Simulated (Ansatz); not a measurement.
The relaxed structure here is a generated cell of Li: the first start was made by placing the elements on the sites of a structure type, and the end was not matched to a known phase here, so it may be hypothetical. Known forms of Li include space group No. 229.

One starting cell of Li (a generated cell, Li placed in the AFLOW prototype A_oF8_70_a) was relaxed twice with Ansatz (plane waves, PAW, scalar-relativistic): with r2SCAN at 500 eV and with PBE at 420 eV. The r2SCAN result:

```yaml
crystal:
  lattice:
    - [0.00000, 2.73011, 5.14310]
    - [1.49394, 0.00000, 5.14310]
    - [1.49394, 2.73011, 0.00000]
  atoms:
    - { symbol: Li, position: [0.25000, 0.25000, 0.25000] }
    - { symbol: Li, position: [0.00000, 0.00000, 0.00000] }
```

| quantity | r2SCAN | PBE |
|---|---|---|
| space group | Fddd | Fddd |
| volume (Å³/atom) | 20.98 | ___ |
| a (Å) | 2.988 | ___ |
| b (Å) | 5.460 | ___ |
| c (Å) | 10.286 | ___ |
| gap (eV, no spin-orbit coupling) | 0.00 | ___ |

What does PBE give for the same quantities?


- volume (Å³/atom), PBE: 20.23
- a (Å), PBE: 2.953
- b (Å), PBE: 5.397
- c (Å), PBE: 10.155
- gap (eV, no spin-orbit coupling), PBE: 0.00

Both levels end in the same structure; PBE's volume is 3.5 % smaller. Neither column is exact.

No spin polarisation in the result.

The run could not lose the symmetry of its start, so the end can be a saddle point.

All atoms sit on sites fixed by symmetry, so only the cell could relax.

Ansatz is an electronic-structure program.
